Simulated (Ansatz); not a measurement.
# Ionic part of the dielectric constant of Zn5CdS6, mode by mode

All numbers below come from DFT PBE, scalar-relativistic, plane waves, PAW (Ansatz 0.2.0). Plane waves to 420 eV; Γ-centred k mesh 6×6×4; fixed occupations. No spin polarisation. Phonons by linear response, acoustic sum rule imposed.

Space group P31m (No. 157), trigonal, a = 6.759 Å, c = 6.388 Å. Around Zn on a site of symmetry m lie 4 S at 2.36–2.38 Å; Zn on a site of symmetry 3 has 4 S at 2.34–2.37 Å; around Cd lie 4 S at 2.54–2.56 Å; S on a site of symmetry m is surrounded by 3 Zn at 2.34–2.36 Å and 1 Cd at 2.54 Å; S on a site of symmetry 3m has 3 Zn at 2.38 Å and 1 Cd at 2.56 Å; around S on a site of symmetry 3 lie 4 Zn at 2.37–2.38 Å.

It was reached by relaxing an invented guess, and it needn't be the stable form of this composition.

The primitive cell has V = 252.73 Å³ and ε∞,yy = 5.890. Each polar mode adds Δε = (4.92064×10⁷/V)·S/ν² along y, with S its oscillator strength in e²/amu, ν in cm⁻¹ and V in Å³.

Q: From these modes, find each Δε and ε0,yy.
```
ν (cm⁻¹)  S_yy (e²/amu)
   62.68        0.00012
   93.31        0.00128
  165.55        0.00284
  250.42         0.8746
  258.82          0.156
  277.10        0.02299
  291.15         0.0016
  293.03        0.02153
  317.87        0.01869
```

A:
| ν (cm⁻¹) | Δε |
| --- | --- |
| 62.68 | 0.01 |
| 93.31 | 0.03 |
| 165.55 | 0.02 |
| 250.42 | 2.72 |
| 258.82 | 0.45 |
| 277.10 | 0.06 |
| 291.15 | 0.00 |
| 293.03 | 0.05 |
| 317.87 | 0.04 |

The sum is 3.38, so ε0,yy = 9.27; the run's tensor has 9.26.

Q: Where do the longitudinal modes lie for a wave vector along y?

A: At 62.70, 93.45, 165.69, 257.40, 276.23, 290.64, 291.59, 310.79, 325.26 cm⁻¹. The Lyddane–Sachs–Teller product Π(ν_LO/ν_TO)² = 1.57 agrees with ε0/ε∞ = 1.57.
